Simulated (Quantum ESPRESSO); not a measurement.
Simulation results for Al₃SiGeN₃ (made-up cell)

Calculation on a made-up crystal cell, not a measurement: periodic Kohn-Sham density functional theory in plane waves with PseudoDojo standard norm-conserving scalar-relativistic pseudopotentials, each functional with its own files (v0.5 for PBE, v0.4.1 for LDA and PBEsol), no spin polarisation, no spin-orbit coupling, atoms not relaxed, stress positive in tension, energies less a fixed whole-eV offset for each atom's element; levels are Kohn-Sham levels at fractions of this cell's reciprocal vectors, counted from the reference band (half the neutral cell's valence electrons, rounded up) at Gamma; error bars cover cutoff and k-mesh only, not smearing or the files; added strain carries the atoms with the cell, and shear is the tensor component; each bar is the largest change over components, and at least 0.002 eV, 0.002 eV per angstrom or 0.02 GPa; energies are for the whole cell, and the offsets were chosen from early runs and are not element reference energies. Program: Quantum ESPRESSO 7.5.

Settings shared by all entries: lattice type zincblende/diamond; functional pbe; cutoff 1143 eV; fermi dirac smearing 0.025 eV; scf tolerance 1e-07 eV; electrons removed 0; k mesh 4 x 4 x 4, shifted by half a step.

(1) Al₃SiGeN₃ (made-up cell)

```
Al3SiGeN3
1.0
      4.6542     0.0000     0.0000
      0.0000     4.6542     0.0000
      0.0000     0.0000     4.6542
Al Ge N Si
3 1 3 1
Direct
  -0.01588 -0.00920 0.00524
  0.00975 0.49897 0.50316
  0.49106 0.00700 0.51455
  0.50168 0.48485 0.01023
  0.27225 0.25160 0.25031
  0.23250 0.73965 0.74876
  0.73005 0.25921 0.74258
  0.76204 0.75925 0.26748
```

```
free energy less offsets : 4.716 eV
smearing term minus ts   : 0 eV
scf iterations           : 11
pressure                 : 20.25 GPa
stress xx                : -19.41 GPa
stress yy                : -20.46 GPa
stress zz                : -20.89 GPa
stress yz                : 7.175 GPa
stress xz                : 4.766 GPa
stress xy                : 0.8732 GPa
reference band           : 21
error bar energy         : 0.00361 eV
error bar stress         : 0.02 GPa
error bar force          : 0.002822 eV/Å
error bar next band up   : 0.002 eV
error bars from          : tighter rerun of a related cell
```

Atoms:
| atoms element | atom site | atom energy offset (eV) |
| --- | --- | --- |
| Al | 1 | -64 |
| Al | 2 | -64 |
| Al | 3 | -64 |
| Ge | 4 | -2430 |
| N | 5 | -283 |
| N | 6 | -283 |
| N | 7 | -283 |
| Si | 8 | -115 |

Forces:
| site | x (eV/Å) | y (eV/Å) | z (eV/Å) |
| --- | --- | --- | --- |
| 1 | 5.745 | 5.576 | -6.303 |
| 2 | 3.746 | -4.492 | 3.75 |
| 3 | -3.445 | 2.606 | 2.968 |
| 4 | -1.852 | -0.8003 | -2.528 |
| 5 | -1.808 | -0.7449 | 0.2227 |
| 6 | 0.6324 | 0.5573 | 0.5909 |
| 7 | 0.853 | -0.7021 | 0.5763 |
| 8 | -3.872 | -1.999 | 0.723 |

Levels:
| level k point | next band up (eV) |
| --- | --- |
| Gamma | 0.7871 |
| (1/2,1/2,1/2) | 1.478 |
| (0.15,0,0) | 1.181 |
| (0,0.15,0) | 1.254 |
| (0,0,0.15) | 1.213 |

(2) Al₃SiGeN₃ (made-up cell)

```
Al3SiGeN3
1.0
      4.6542     0.0000     0.0000
      0.0000     4.6542     0.0000
      0.0000     0.0000     4.6542
Al Ge N Si
3 1 3 1
Direct
  -0.01588 -0.00920 0.00524
  0.00975 0.49897 0.50316
  0.49106 0.00700 0.51455
  0.50168 0.48485 0.01023
  0.27225 0.25160 0.25328
  0.23250 0.73965 0.74876
  0.73005 0.25921 0.74258
  0.76204 0.75925 0.26748
```

```
free energy less offsets : 4.714 eV
smearing term minus ts   : 0 eV
scf iterations           : 11
pressure                 : 20.25 GPa
stress xx                : -19.41 GPa
stress yy                : -20.46 GPa
stress zz                : -20.87 GPa
stress yz                : 7.124 GPa
stress xz                : 4.66 GPa
stress xy                : 0.9489 GPa
reference band           : 21
error bar energy         : 0.00361 eV
error bar stress         : 0.02 GPa
error bar force          : 0.002822 eV/Å
error bar next band up   : 0.002 eV
error bars from          : tighter rerun of a related cell
```

Atoms:
| atoms element | atom site | atom energy offset (eV) |
| --- | --- | --- |
| Al | 1 | -64 |
| Al | 2 | -64 |
| Al | 3 | -64 |
| Ge | 4 | -2430 |
| N | 5 | -283 |
| N | 6 | -283 |
| N | 7 | -283 |
| Si | 8 | -115 |

Forces:
| site | x (eV/Å) | y (eV/Å) | z (eV/Å) |
| --- | --- | --- | --- |
| 1 | 5.737 | 5.568 | -6.286 |
| 2 | 3.746 | -4.491 | 3.768 |
| 3 | -3.426 | 2.586 | 3.004 |
| 4 | -1.893 | -0.8408 | -2.472 |
| 5 | -1.78 | -0.6778 | 0.05115 |
| 6 | 0.6322 | 0.5587 | 0.6144 |
| 7 | 0.8551 | -0.7039 | 0.6016 |
| 8 | -3.871 | -1.999 | 0.7183 |

Levels:
| level k point | next band up (eV) |
| --- | --- |
| Gamma | 0.7907 |
| (1/2,1/2,1/2) | 1.478 |
| (0.15,0,0) | 1.183 |
| (0,0.15,0) | 1.256 |
| (0,0,0.15) | 1.214 |

(3) Al₃SiGeN₃ (made-up cell)

```
Al3SiGeN3
1.0
      4.6542     0.0000     0.0000
      0.0000     4.6542     0.0000
      0.0000     0.0000     4.6542
Al Ge N Si
3 1 3 1
Direct
  -0.01588 -0.00920 0.00524
  0.00975 0.49897 0.50316
  0.49106 0.00700 0.51455
  0.50168 0.48485 0.01023
  0.27225 0.25160 0.26413
  0.23250 0.73965 0.74876
  0.73005 0.25921 0.74258
  0.76204 0.75925 0.26748
```

```
free energy less offsets : 4.727 eV
smearing term minus ts   : 0 eV
scf iterations           : 11
pressure                 : 20.29 GPa
stress xx                : -19.51 GPa
stress yy                : -20.55 GPa
stress zz                : -20.83 GPa
stress yz                : 6.967 GPa
stress xz                : 4.284 GPa
stress xy                : 1.227 GPa
reference band           : 21
error bar energy         : 0.00361 eV
error bar stress         : 0.02 GPa
error bar force          : 0.002822 eV/Å
error bar next band up   : 0.002 eV
error bars from          : tighter rerun of this cell
```

Atoms:
| atoms element | atom site | atom energy offset (eV) |
| --- | --- | --- |
| Al | 1 | -64 |
| Al | 2 | -64 |
| Al | 3 | -64 |
| Ge | 4 | -2430 |
| N | 5 | -283 |
| N | 6 | -283 |
| N | 7 | -283 |
| Si | 8 | -115 |

Forces:
| site | x (eV/Å) | y (eV/Å) | z (eV/Å) |
| --- | --- | --- | --- |
| 1 | 5.702 | 5.537 | -6.233 |
| 2 | 3.739 | -4.482 | 3.847 |
| 3 | -3.345 | 2.497 | 3.152 |
| 4 | -2.021 | -0.9683 | -2.286 |
| 5 | -1.701 | -0.4411 | -0.5749 |
| 6 | 0.6318 | 0.5647 | 0.6999 |
| 7 | 0.8647 | -0.7098 | 0.6935 |
| 8 | -3.869 | -1.998 | 0.7012 |

Levels:
| level k point | next band up (eV) |
| --- | --- |
| Gamma | 0.8051 |
| (1/2,1/2,1/2) | 1.484 |
| (0.15,0,0) | 1.193 |
| (0,0.15,0) | 1.265 |
| (0,0,0.15) | 1.214 |
